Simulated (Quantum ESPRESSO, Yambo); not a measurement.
SrCl2 (fluorite, space group Fm-3m, No. 225) under isotropic strain (on all lattice vectors), counted from the cell relaxed with PBEsol, atoms relaxed at each step. PBEsol (pw.x of Quantum ESPRESSO, ONCV potentials, scalar-relativistic); G0W0 in Yambo (4×4×4 Γ-centred k mesh, 152 bands and a 8 Ry block in the screening, 152 bands in G with the Bruneval-Gonze terminator, plasmon pole fitted at 27.2 eV).

| strain s (%) | PBEsol direct gap at X (eV) | G0W0 direct gap at X (eV) |
|---|---|---|
| -3 | ? | ? |
| -1.5 | 5.303 | 8.010 |
| -0.7 | 5.326 | 8.050 |
| 0 | 5.344 | 8.083 |
| +1 | 5.365 | 8.161 |

Problem. Fit a parabola in s to each column by least squares and predict the withheld row.

Solution. PBEsol: E = 5.344 + 0.0236 s − 0.0024 s² (largest residual 0 meV), giving 5.251 eV at s = -3; the run gave 5.252 eV, a miss of 0 meV. G0W0: E = 8.086 + 0.0642 s + 0.0094 s² (largest residual 4 meV), giving 7.978 eV at s = -3; the run gave 7.921 eV, a miss of 57 meV. The withheld row lies outside the fitted range, so this is an extrapolation. The GW settings are held fixed; their convergence isn't established. The screening block changes size along the series (229 vectors at -3 %, 229 vectors at -1.5 %, 229 vectors at -0.7 %, 229 vectors at +0 %, 259 vectors at +1 %), which puts steps into the G0W0 values.
